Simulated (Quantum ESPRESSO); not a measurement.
Parts of the isotropic shielding in NaH, by GIPAW with PBE in a modified build of Quantum ESPRESSO, on JTH PAW datasets, 30 Ha, k-mesh 7×7×7 shifted:

```
NaH
1.0
    0.00000     2.38642     2.38642
    2.38642     0.00000     2.38642
    2.38642     2.38642     0.00000
Na H
1 1
Direct
  0.00000   0.00000   0.00000
  0.50000   0.50000   0.50000
```
The geometry is a computed Materials Project entry, not a measured one. It is NaH in Fm-3m; whether this form has been observed was not checked. Stability against distortions was not tested.

The core term is that of the free atom's frozen core; the paramagnetic column sums the reconstruction terms. These are absolute shieldings with no macroscopic susceptibility term; δ = σ_ref − σ needs a reference computed alike. By our sweeps, such settings leave a few ppm in absolute σ. The datasets of Na hold no d projectors, which limits absolute σ on these atoms.

| site | core | bare (smooth current) | diamagnetic correction | paramagnetic corrections | σ_iso (ppm) |
|---|---|---|---|---|---|
| Na (atom 1) | 377.3 | 85.4 | 154.8 | … | … |

Q: Fill in the missing entries.

A: 
- Na (atom 1), paramagnetic corrections: -84.5
- Na (atom 1), σ_iso (ppm): 533.0
